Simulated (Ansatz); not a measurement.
# Nb (Im-3m) as a metal

```
Nb
1.0
    -1.63577    1.63577    1.63577
     1.63577   -1.63577    1.63577
     1.63577    1.63577   -1.63577
Nb
1
Direct
  0.00000 0.00000 0.00000
```

The conventional cell has a = 3.272 Å, b = 3.272 Å, c = 3.272 Å, α = 90.00°, β = 90.00°, γ = 90.00°. Nb (atom 1) is surrounded by 8 Nb at 2.83 Å.

Level of theory, where no other is named: PBEsol, all-electron LAPW in Ansatz 0.2.0, scalar-relativistic. k mesh 16×16×16, fine mesh 24×24×24, Fermi-Dirac smearing of 0.080 eV, basis error target 1 meV/atom. The cell was relaxed by PAW under this functional, which moved its volume by -5 % from the database entry's.

Levels and slopes are solved on a 24×24×24 mesh, and each state is taken as quadratic over its cell.

What is the density of states at the Fermi level, and which bare Sommerfeld coefficient follows?

N(E_F) = 1.4 states/eV/atom (both spins), so γ = (π²/3) k_B² N(E_F) = 3.3 mJ/(mol-atom K²) without electron-phonon or spin-fluctuation enhancement.

What Drude plasma energy and σ/τ do the band velocities give?

(ħω_p,α)² = (e²/ε₀VN_k) Σ_nkσ (∂E/∂k_α)² δ(E − E_F) gives ħω_p = (9.67, 9.67, 9.67) eV along x, y, z, and σ/τ = ε₀ω_p² = 19.1×10²⁰ Ω⁻¹m⁻¹s⁻¹ along x. Weighted by the density of states, the mean Fermi speed is 0.623×10⁶ m/s; the surface has an area of 40.7 Å⁻² for each spin direction.

Which bands cross the Fermi level, and what do they carry?

```csv
band,filled part,N (states/eV/cell),speed (10⁶ m/s),5th to 95th percentile,area (Å⁻²),filling
1,0.98,0.193,0.419,0.31 to 0.70,3.77,nearly full
2,0.52,1.21,0.656,0.29 to 1.07,36.9,partly filled
```

Map the plane k₃ = 1/2 of the mesh: how many bands lie under the Fermi level at each point, counted from the least on the plane?

k₁ runs to the right and k₂ upwards, each from −½ to ½ with 0 in the middle (the axes needn't be at right angles):
```
000000001100000011000000
000000001100000001100000
000000001110000001110000
000000001111000001111000
000000001111100001111100
000000001111111111111110
000000001111111111111111
111111111100001111100001
011111111000000111100000
000111110000000011100000
000011110000000001100000
000001110000000001110000
000000110000000001111000
000000111000000001111100
000000111100000011111111
110000111110000111111111
011111111111111110000000
001111111111111110000000
000111110000111110000000
000011110000011110000000
000001110000001110000000
000000110000000110000000
000000011000000110000000
000000001000000010000000
```

On PAW files the program sums the optical response inside the mesh cells, interband lines and its own Drude term. Where does ε₁ rise through zero (a sharp plasmon if ε₂ is small there), and how much light is reflected?

```
Fine mesh                         : 24, 24, 24
Window top                        : 30 eV
Line width                        : 0.15 eV
Drude damping                     : 0.05 eV
ε₁ rises through zero at x        : 3.8, 10.22, 11.6, 12.78, 21.19 eV
ε₂ there x                        : 15.85, 0.86, 1.95, 1.99, 0.34
Plasma energy (x, y, z)           : 9.294, 9.294, 9.294 eV
Reflectivity at 1 eV, x-polarised : 0.9288
Reflectivity at 2 eV, x-polarised : 0.5857
Reflectivity at 3 eV, x-polarised : 0.5886
```

The plasma energy here is the program's own sum at the run's smearing; it differs from the value above by up to 4 %, through mesh and smearing.

What does PAW give for the same cell?

N(E_F) = 1.4 states/eV/atom and ħω_p,x = 9.67 eV.

Caveats: these sums move with the mesh, by several per cent and more for small sheets; frozen-core PAW files fitted under PBE, their cores solved anew for the functional of the run.
